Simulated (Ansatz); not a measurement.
## Notes on Sc₅As₄

```xyz
9
Lattice="0.0000 0.0000 3.5615 5.0871 -5.0871 1.7807 5.0871 5.0871 -1.7807" Properties=species:S:1:pos:R:3 pbc="T T T"
Sc    0.0000    0.0000    0.0000
As    5.6141   -2.1976    1.7807
As    7.2847    0.5270    0.0000
As    4.5601    2.1976    1.7807
As    2.8895   -0.5270    3.5615
Sc    8.1902   -1.3410    1.7807
Sc    6.4281    3.1031    0.0000
Sc    1.9840    1.3410    1.7807
Sc    3.7461   -3.1031    3.5615
```

The numbers come from plane-wave PAW DFT (Ansatz): PBE, no spin polarisation, 420 eV, 7×7×7 Γ-centred k points, fermi-dirac occupations (width 0.1 eV). Nothing was relaxed.

**Question.** Which atom feels the largest force, and which way?

**Answer.** The largest is on As4 (and as large on other atoms): 1.07 eV/Å, components (-0.24, 1.04, 0.00). It makes 95° with the line to a nearest neighbour, Sc8 at 2.71 Å.

**Question.** What is the formation energy?

**Answer.** -0.81 eV an atom against the elements' usual phases (free molecules for gases, crystals otherwise, with no correction for O₂ or N₂), so it is bound against them; other compounds may still compete. Relaxing would lower it.

**Question.** What happens at the Fermi level?

**Answer.** It is a metal, with about 5.5 states/eV a cell as the mean within 0.25 eV of the Fermi level, mostly Sc d (82 %).

**Question.** What do density and ELF say about some of the short contacts?

**Answer.** As–Sc at 2.71 Å: least valence density 0.27 e/Å³ and ELF 0.22 there. Sc–Sc at 2.98 Å: least valence density 0.13 e/Å³ and ELF 0.10 there. Both are smooth PAW fields, read partly inside the augmentation spheres.

**Question.** Which element gives electrons and which takes them?

**Answer.** Bader charges in e: Sc +0.64 to +1.34, As -1.50. In the mean Sc gives up most and As takes most.

Origin: a known structure type with other elements, at an estimated volume, so it need not be a known compound. Caveats: many states at the Fermi level without spin polarisation, so a magnetic state may lie lower.
